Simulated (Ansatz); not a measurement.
Mg₂Sn in space group P-62m (No. 189; Mg on 3g, Mg on 1a, Sn on 2c) under volume change, LDA in the plane-wave PAW code Ansatz, shape and atoms relaxed at each volume.

```
V (Å³/atom)  E − E(relaxed) (meV/atom)  P (GPa)
-----------  -------------------------  -------
20.275                            31.3     5.47
20.943                            13.1     3.34
21.612                             3.0     1.53
22.280                             0.0    -0.01
22.948                               …        …
23.617                               …        …
24.285                            22.6    -3.36
```

Q: Some entries are withheld; supply them.

A: 
- 22.948, E − E(relaxed) (meV/atom): 2.7
- 22.948, P (GPa): -1.31
- 23.617, E − E(relaxed) (meV/atom): 10.6
- 23.617, P (GPa): -2.41

Q: What does a third-order Birch–Murnaghan fit give for V₀, B₀ and B′?

A: V₀ = 22.28 Å³/atom, B₀ = 47.1 GPa, B′ = 4.4.

The first step of the workflow began from a Materials Project structure, measured or hypothetical; the Crystallography Open Database copy checked does not list it. COD files the formula under space group No. 225, 227, so this cell is another polymorph or a model. With Mg and Sn taken as one species the cell has the higher symmetry P6_3/mmc, so it may be an ordered model of a mixed-site phase. Whether it is the stable phase at ambient conditions was not checked. The cell keeps a stress of up to 0.2 GPa. The cell was relaxed with LDA under the symmetry of its start; of distortions, only those at the zone centre were tested. Spin–orbit coupling is left out wherever it is not named.

Potentials: the later of the program's two PAW sets.
